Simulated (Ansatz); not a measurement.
Total density of states per atom from plane-wave PAW PBE+D3(BJ) (Ansatz code), in 0.25 eV bins, energy from the Fermi level:

```
E (eV) | states/eV/atom
    -7.85 | # 0.11
    -7.60 | # 0.13
    -7.35 | # 0.14
    -7.10 | # 0.15
    -6.85 | # 0.17
    -6.60 | # 0.19
    -6.35 | ## 0.21
    -6.10 | ## 0.25
    -5.85 | ## 0.30
    -5.60 | ### 0.40
    -5.35 | ##### 0.65
    -5.10 | ######## 1.05
    -4.85 | ######### 1.18
    -4.60 | ############ 1.62
    -4.35 | ################# 2.21
    -4.10 | ############### 1.95
    -3.85 | ############### 1.92
    -3.60 | #################### 2.67
    -3.35 | ######################## 3.18
    -3.10 | ############################## 3.92
    -2.85 | ###################### 2.90
    -2.60 | #################### 2.59
    -2.35 | ########################## 3.40
    -2.10 | ###################### 2.94
    -1.85 | ############################ 3.68
    -1.60 | ########################### 3.52
    -1.35 | ### 0.41
    -1.10 | ### 0.38
    -0.85 | ### 0.35
    -0.60 | ### 0.33
    -0.35 | ## 0.32
    -0.10 | ## 0.30
     0.15 | ## 0.29
     0.40 | ## 0.28
     0.65 | ## 0.27
     0.90 | ## 0.27
     1.15 | ## 0.26
     1.40 | ## 0.26
     1.65 | ## 0.25
     1.90 | ## 0.24
     2.15 | ## 0.23
     2.40 | ## 0.22
     2.65 | ## 0.20
     2.90 | # 0.19
     3.15 | # 0.17
     3.40 | # 0.16
     3.65 | # 0.14
     3.90 | # 0.14
     4.15 | ## 0.25
     4.40 | ## 0.29
     4.65 | ## 0.28
```

**Question.** Which of these materials gives this?
(A) Cu, fcc (Cu type)
(B) Ce, fcc (Cu type)
(C) Yb, fcc (Cu type)
(D) Pd, fcc (Cu type)

**Answer.** A, Cu, fcc (Cu type). Within 0.5 eV of the Fermi level: Cu 4s 42 %, Cu 3d 36 %, outside the projected shells 22 %. Projections are on Löwdin-orthogonalised atomic valence shells; empty p or d shells of many metals are not among them.

Space group Fm-3m (fcc (Cu type)). Symmetry was held in the PBE+D3(BJ) relaxation. The run is not spin-polarised. The pairwise dispersion correction was not fitted to metals.

Potentials: the later of the program's two PAW sets.
